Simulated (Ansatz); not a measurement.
# Equation of state of MgCu2

A database entry relaxed whole under r2SCAN (Fd-3m):

```
CELL_PARAMETERS angstrom
0.00000 3.48228 3.48228
3.48228 0.00000 3.48228
3.48228 3.48228 0.00000
ATOMIC_POSITIONS crystal
Mg 0.00000 0.00000 0.00000
Mg 0.25000 0.25000 0.25000
Cu 0.62500 0.62500 0.62500
Cu 0.12500 0.62500 0.62500
Cu 0.62500 0.62500 0.12500
Cu 0.62500 0.12500 0.62500
```

The cell was scaled uniformly, its shape held, and the atoms relaxed at each volume with plane-wave PAW DFT (Ansatz 0.2.0; r2SCAN, 500 eV, 8×8×8 Γ-centred mesh, fermi-dirac occupations of width 0.100 eV; no spin, no spin-orbit coupling). One row is withheld.

```csv
volume (Å³/atom),energy over the lowest (meV/atom),pressure (GPa)
13.231,18.6,7.41
13.513,?,?
13.794,2.0,2.22
14.076,0.0,0.02
14.357,1.7,-1.94
14.639,6.6,-3.69
14.920,14.5,-5.26
```

Problem. Fit the pressures of the other rows to the third-order Birch-Murnaghan form.

Solution. With f = [(V₀/V)^(2/3) − 1]/2 and P = 3B₀f(1 + 2f)^(5/2)[1 + 3(B₀′ − 4)f/2], least squares gives V₀ = 14.08 Å³ an atom, B₀ = 103 GPa and B₀′ = 4.6; the rows miss the fit by less than 0.01 GPa. The slope of the energies differs from these pressures by less than 0.05 GPa.

Problem. What does the withheld row hold?

Solution. The fit gives 4.67 GPa at 13.513 Å³; the run gave 4.67 GPa and 8.0 meV an atom.

Caveats: the shape of the cell was held; 0 K, fixed nuclei; the symmetry was kept, and this need not be the phase that is stable at 0 K; one mesh for all volumes; pressure is positive in compression.
